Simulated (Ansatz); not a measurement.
The start is a generated cell, Ti3Al placed in the AFLOW prototype AB3_hP8_182_c_g (as in Fe3C). A full variable-cell relaxation at zero pressure is run with r2SCAN (plane waves to 500 eV, PAW, scalar-relativistic; Ansatz, a program for electronic structure). The first steps use a coarse 7×7×7 k-mesh.

Input geometry:
```
Ti3Al
1.0
    5.74379     0.00000     0.00000
   -2.87190     4.97427     0.00000
    0.00000     0.00000     4.97968
Ti Al
6 2
Direct
  0.32491   0.00000   0.00000
  0.32491   0.32491   0.50000
  0.00000   0.32491   0.00000
  0.67509   0.00000   0.50000
  0.67509   0.67509   0.00000
  0.00000   0.67509   0.50000
  0.33333   0.66667   0.25000
  0.66667   0.33333   0.75000
```

Initial pressure: +15.5 GPa (positive: the cell is compressed)
Outcome: The space group stays P6₃22 (No. 182) (the run could not lower it), with 8 atoms in the primitive cell
Energy released: 0.72 eV/atom
Volume change: +1.6 %, from 17.78 to 18.06 Å³/atom
Shortest distances (start → end): The closest pairs of elements (up to four, under 3.6 Å), start → end: Al–Ti 2.30 → 2.72 Å; Ti–Ti 3.11 → 2.75 Å; Al–Al 4.15 → 2.92 Å
Optimiser moves: 27

It ends as:

Space group P6₃22 (No. 182); a = 7.561 Å, b = 7.561 Å, c = 2.918 Å, α = 90.00°, β = 90.00°, γ = 120.00°

| atom | site | symmetry | x | y | z |
|---|---|---|---|---|---|
| Ti | 6g | .2. | 0.0000 | 0.3077 | 0.0000 |
| Al | 2c | 3.2 | 0.3333 | 0.6667 | 0.2500 |

Final values are on a 7×7×16 k-mesh of the relaxed cell. No spin polarisation in the result.

The run could not lower the symmetry of its start; a shaken copy of this end point relaxes with r2SCAN to P2₁/m (No. 11), 0.40 eV/atom lower.

The relaxed structure here is a generated cell of Ti3Al: the first start was made by placing the elements on the sites of a structure type, and the end was not matched to a known phase here, so it may be hypothetical. Known forms of Ti3Al include space group No. 194.
